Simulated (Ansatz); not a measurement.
Start of a relaxation of Nb3Te8Mo:

```cif
data_structure
_symmetry_space_group_name_H-M 'P-6m2'
_symmetry_Int_Tables_number 187
_cell_length_a 3.6808
_cell_length_b 3.6808
_cell_length_c 29.2389
_cell_angle_alpha 90.000
_cell_angle_beta 90.000
_cell_angle_gamma 120.000
_cell_volume 343.07
loop_
_atom_site_label
_atom_site_type_symbol
_atom_site_symmetry_multiplicity
_atom_site_Wyckoff_symbol
_atom_site_fract_x
_atom_site_fract_y
_atom_site_fract_z
_atom_site_occupancy
Nb1 Nb 2 h 0.33333 0.66667 0.75000 1
Nb2 Nb 1 e 0.66667 0.33333 0.00000 1
Te1 Te 2 h 0.33333 0.66667 0.93550 1
Te2 Te 2 h 0.33333 0.66667 0.43550 1
Te3 Te 2 i 0.66667 0.33333 0.68550 1
Te4 Te 2 i 0.66667 0.33333 0.18550 1
Mo1 Mo 1 f 0.66667 0.33333 0.50000 1
```

The calculation used DFT PBE, scalar-relativistic, plane waves, PAW (Ansatz 0.2.0). Cutoff 420 eV, Gaussian smearing, Γ-centred meshes. Cell and atoms relax first on a coarse mesh and then on a finer one. In between, the cell is made exact in the group found at 0.06 Å. In metals the finer mesh still leaves noise of several meV/atom or more. The steps can't lower the symmetry of their start. No spin polarisation in the relaxation; trial moments died out in a coarse test.

A guess keeps its type if space group and coordination stay and the shape of the cell changes little (axis ratios within about 15 %, angles within 6°); the volume may change.

Question: Will the relaxed cell still be of the starting type?

Answer: It keeps its type. The symmetry stays P-6m2 (No. 187). The volume per atom shrinks by 1.2 %, from 28.6 to 28.2 Å³. The shortest distance goes from 2.84 Å (Nb–Te and Te–Mo) to 2.76 Å (Te–Mo). The ratio c/a of the conventional cell changes by a factor of 1.01. Counting neighbours within 15 % of an atom's shortest distance, the start has Mo 6, Nb 6, Te 3 and the end Mo 6, Nb 6, Te 3.

The zero of energy is the elements' standard structures at the same level; no fitted shifts are applied.

Question: At what energy does it end?

Answer: −0.39 eV/atom. Whether it is stable depends on the other phases of the system, which aren't compared here.

The last run used a 12×12×2 mesh (in the run's order of axes) for its 12-atom cell and Gaussian smearing of 0.10 eV. Weakly bound directions are ill-defined at this level, which has no dispersion term. Spin–orbit coupling, which can matter for Te, is left out. The reference form of Te is held partly by dispersion forces, which this level lacks. A later test with randomly moved atoms came back to the same energy, though modes that don't fit the test's cell weren't probed.
